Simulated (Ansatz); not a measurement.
GaP (zinc blende, F-43m), plane-wave PAW PBE (Ansatz code): ε∞ = 10.6, cell volume 41.73 Å³. Infrared-active transverse modes:

| ω_TO (cm⁻¹) | oscillator strength S_xx (e²/amu) |
|---|---|
| 344.6 | 0.2251 |

Task: Compute the static dielectric constant.

Result: Each mode adds (4.921e7/V) S/ω²: 2.23. So ε0 = 12.9.

Task: What LO frequency does the Lyddane–Sachs–Teller relation give?

Result: ω_LO = ω_TO √(ε0/ε∞) = 379 cm⁻¹.

The cell was relaxed with PBE under the symmetry of its start; phonons on a q-mesh show no instability. Spin–orbit coupling is left out wherever it is not named.

Potentials: the later of the program's two PAW sets.
